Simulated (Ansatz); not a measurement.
Here is an unrelaxed guess for Bi₂Te.

```xyz
6
Lattice="7.1042 0.0000 0.0000 -3.5521 6.1524 0.0000 0.0000 0.0000 4.4108" Properties=species:S:1:pos:R:3 pbc="T T T"
Bi    0.0000    0.0000    0.0000
Bi    3.5521    0.0000    2.2054
Bi   -1.7760    3.0762    2.2054
Bi    1.7760    3.0762    2.2054
Te    0.0000    4.1016    2.2054
Te    3.5521    2.0508    2.2054
```

Level of theory: DFT PBE, scalar-relativistic, plane waves, PAW (Ansatz). Settings: cutoff 420 eV, Γ-centred mesh 3×3×4 on the computed 6-atom cell, Gaussian smearing of 0.10 eV; no spin polarisation.

Formation energies are uncorrected and refer to the elements' standard structures at the same level.

Problem. How far from equilibrium is it?

Solution. The pressure is 98.0 GPa (the mean over three directions, positive in compression), the largest force is 0.00 eV/Å (symmetry fixes the atoms), and the energy is +8.27 eV/atom against the elements. The shortest distance is 2.05 Å.

Problem. Is it a good guess?

Solution. A poor one: relaxing gains about 7.9 eV/atom (the start's value is from the coarse mesh, so the gain is rough) in 30 ionic steps and ends at +0.39 eV/atom on the finer mesh. The symmetry stays P6/mmm (No. 191). The volume per atom grows by 64.0 %, from 32.1 to 52.7 Å³. The shortest distance goes from 2.05 Å (Bi–Te) to 3.03 Å (Bi–Bi and Te–Te). The ratio c/a of the conventional cell changes by a factor of 0.44. Conventional cell: a = 10.974 Å, c = 3.030 Å. Bi on a site of symmetry 6/mmm has 2 Bi at 3.03 Å; Bi on a site of symmetry mmm is surrounded by 2 Bi at 3.03 Å and 2 Te at 3.17 Å; around Te lie 2 Te at 3.03 Å and 3 Bi at 3.17 Å.

The last run used a 6×6×12 mesh (in the run's order of axes) for its 6-atom cell and Gaussian smearing of 0.10 eV. Spin–orbit coupling, which can matter for Bi and Te, is left out. The reference form of Te is held partly by dispersion forces, which this level lacks. The relaxation can't lower the symmetry of the start, and the grade says only how near the guess is to its own end. A structure relaxed within its symmetry needn't be a true minimum. Another cell of Bi2Te relaxed alike, in I4_1/amd (a Materials Project cell), lies 0.44 eV/atom lower, so this cell isn't the stable form at this level.
